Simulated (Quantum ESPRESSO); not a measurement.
# Moving one atom in Si6AsGa

These are calculations, not measurements. They come from pw.x of Quantum ESPRESSO 7.5, a plane-wave density functional program, with PseudoDojo standard norm-conserving files (v0.5 for PBE, v0.4.1 for LDA and PBEsol). The cells are made up: elements, strain and atom displacements were drawn at random, and nothing was relaxed. There is no spin polarisation, spin-orbit coupling or dispersion term.

The cell has 8 sites of a zincblende or diamond lattice. Sites 1 to 4 hold Si As Si Ga; sites 5 to 8 hold Si Si Si Si. Cell vectors in Å: (5.614, 0.000, 0.000); (0.000, 5.614, 0.000); (0.000, 0.000, 5.614). Settings: PBE, cutoff 1143 eV, 6 x 6 x 6 k mesh shifted by half a step, Fermi-Dirac smearing of 0.1 eV.

Each run shifts the Si atom on site 7 along y and leaves all else fixed. Site 4 is one of its nearest neighbours. E is the free energy of the cell above the lowest run shown.

| run | shift (Å) | Fy on site 7 (eV/Å) | Fy on site 4 (eV/Å) | P (GPa) | E (meV) |
| --- | --- | --- | --- | --- | --- |
| 1 | -0.1284 | 2.645 | 0.183 | -1.09 | 359.4 |
| 2 | -0.1054 | 2.446 | 0.228 | -1.18 | 300.9 |
| 3 | -0.0495 | 1.934 | 0.347 | -1.39 | 178.3 |
| 5 | 0.0467 | 0.978 | 0.580 | -1.65 | 37.5 |
| 6 | 0.0587 | 0.853 | 0.611 | -1.67 | 26.5 |
| 7 | 0.1006 | 0.412 | 0.724 | -1.73 | 0.0 |
| 4 | 0.0026 | ? | ? | ? | ? |

A rerun of one of these cells at 1437 eV and k mesh 8 x 8 x 8 moved values by no more than 0.002 eV in the cell's energy, 0.03 GPa in stress and 0.009 eV/Å in force.

## Worked fit

A parabola through the six runs shown gives Fy on site 7 = 1.453 - 9.90 u - 4.7 u² eV/Å, with u in Å and a scatter of 0.004 eV/Å. Minus the slope, 9.90 ± 0.07 eV/Å², is this atom's force constant along y at u = 0, with its periodic images moving too. The fitted force does not vanish within the range. The error is the larger of the fit's own and the change that a cubic makes, rounded up.

## Withheld run

Question: what Fy on site 7 should run 4 give?

The fit gives 1.427 eV/Å. The calculation gave 1.427 eV/Å.

```
run,shift (Å),Fy on site 7 (eV/Å),Fy on site 4 (eV/Å),P (GPa),E (meV)
4,0.0026,1.427,0.469,-1.55,90.6
```